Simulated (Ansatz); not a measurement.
Zr:
Space group P6₃/mmc (No. 194); a = b = 3.1830 Å, c = 5.1156 Å, α = β = 90.00°, γ = 120.00°

```
atom  site  symmetry       x       y       z
----  ----  --------  ------  ------  ------
Zr      2d      -6m2  0.6667  0.3333  0.2500
```

Relaxed at zero pressure with PBE+D3(BJ) in the plane-wave PAW code Ansatz.

Question: The volume is raised by 3 % and shape and atoms relax at that volume. What pressure results, and how do the axes share the change?

Answer: -2.8 GPa; a 1.1 %, b 1.1 %, c 0.8 %; the energy rises by 6 meV/atom.

Question: Give the new structure.

Answer: 
Space group P6₃/mmc (No. 194); a = b = 3.2182 Å, c = 5.1543 Å, α = β = 90.00°, γ = 120.00°

```
atom  site  symmetry       x       y       z
----  ----  --------  ------  ------  ------
Zr      2d      -6m2  0.6667  0.3333  0.2500
```

The phase is kept; no other phase was compared at this pressure.

Space group P6_3/mmc (hcp (Mg type)). Symmetry was held in the PBE+D3(BJ) relaxation. No spin polarisation was allowed. The pairwise dispersion correction was not fitted to metals. Axis ratios of metals converge slowly with the k-mesh, so a and c are less sure than the volume.

Potentials: the later of the program's two PAW sets.
